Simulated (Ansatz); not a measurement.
Al3Pd2 (La2O3 or Ni2Al3 type, P-3m1) at seven volumes, the program Ansatz at the r²SCAN level (PAW), shape and atoms relaxed at each. One row is withheld.

| V (Å³/atom) | P (GPa) |
|---|---|
| 14.468 | 16.44 |
| 14.945 | 10.03 |
| 15.422 | 4.60 |
| 15.899 | 0.00 |
| 16.375 | -3.89 |
| 16.852 | ? |
| 17.329 | -9.95 |

Task: Fit the shown pressures and predict the withheld one.

Result: Third-order Birch–Murnaghan: P = (3/2)B₀(x^(7/2) − x^(5/2))[1 + (3/4)(B′ − 4)(x − 1)] with x = (V₀/V)^(2/3). Least squares on the six rows gives V₀ = 15.899 Å³/atom, B₀ = 140.6 GPa, B′ = 4.55. At V = 16.852, x = 0.9619 and P = -7.17 GPa. The run itself gave -7.18 GPa.

The workflow started from a Materials Project entry (that database holds measured and hypothetical structures alike); the Crystallography Open Database copy checked does not list it. Whether it is the stable phase at ambient conditions was not checked. Symmetry was held in the r²SCAN relaxation; whether a distortion lowers the energy is not shown. No spin polarisation was allowed.

Potentials: the later of the program's two PAW sets.
